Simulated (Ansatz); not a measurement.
Here is the system:

RuRhN$_{2}$:
```
CELL_PARAMETERS angstrom
      1.39582     0.80588     6.37698
     -1.39582     0.80588     6.37698
      0.00000    -1.61175     6.37698
ATOMIC_POSITIONS crystal
  Ru 0.50000 0.50000 0.50000
  Rh 0.00000 0.00000 0.00000
  N  0.89957 0.89957 0.89957
  N  0.10043 0.10043 0.10043
```
The run is spin-polarised, in the one order tried: ferromagnetic.

This is the r²SCAN-relaxed structure.

All from the program Ansatz at the r²SCAN level (PAW), unless another level is named. Give the Bader charges.

Ru +1.35, Rh +0.53, N -0.94 e.

And the net moment?

0.10 μB per atom.

Space group R-3m. The start of the workflow was typed in or built on a structure type; neither database checked (COD, Materials Project) lists it. Its standing as an ambient phase is unchecked. Symmetry was held in the r²SCAN relaxation; its stability against distortions is not shown here. Magnetic state: ferromagnetic, the only order run, not a proven ground state. Its formation energy is positive at this level, so the cell may be metastable or incomplete. Other orbital occupations within this spin state were not tried. No Hubbard U is applied.

Potentials: the later of the program's two PAW sets.
